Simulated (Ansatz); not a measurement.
# Ti: pressure against volume

Ti, P6/mmm, a = 4.515 Å, c = 2.799 Å. This isn't the element's structure at ambient conditions. Ansatz: PBEsol, PAW, 420 eV, Γ-centred 12×12×14 mesh on 3 atoms, Gaussian smearing 0.10 eV; no spin polarisation. Shape and atoms are relaxed at each volume; pressure is positive in compression.

```
V (Å³/atom) P (GPa)
     14.495    19.10
     14.989    13.31
     15.483     8.25
     15.978        ?
     16.472    -0.01
     16.966    -3.37
     17.460    -6.30
     18.119    -9.63
```

Task: Take V0 = 16.472 Å³/atom, count pressures from its P0 = -0.01 GPa, fit the third-order Birch–Murnaghan form to the other rows, and predict the missing pressure.

Result: With the Eulerian strain f = ½[(V0/V)^(2/3) − 1] and y = (P − P0)/[3f(1 + 2f)^(5/2)], the form is the line y = B0 + 1.5 B0 (B0′ − 4) f. Rows (f, y): 0.04449, 115.7; 0.03246, 116.9; 0.02107, 117.9; -0.00975, 120.7; -0.01904, 121.3; -0.03078, 122.1. Means f = 0.006408, y = 119.10; Σ(Δf)² = 0.004636, ΣΔfΔy = -0.3978; the slope is their ratio. y = 119.6 − 85.81 f GPa, so B0 = 119.6 GPa and B0′ = 4 + 2 × (-85.81)/(3 × 119.6) = 3.52. At V = 15.978, f = 0.01025, y = 118.72 and P = 3.83 GPa. The run gave 3.84 GPa, so the fit is 0.01 GPa too low, within twice the rms miss on the fitted rows (0.009 GPa).

Cost: 8 runs of about 1.3 core-minutes in all, on AMD EPYC 9R45 (Zen 5) (shared hosts).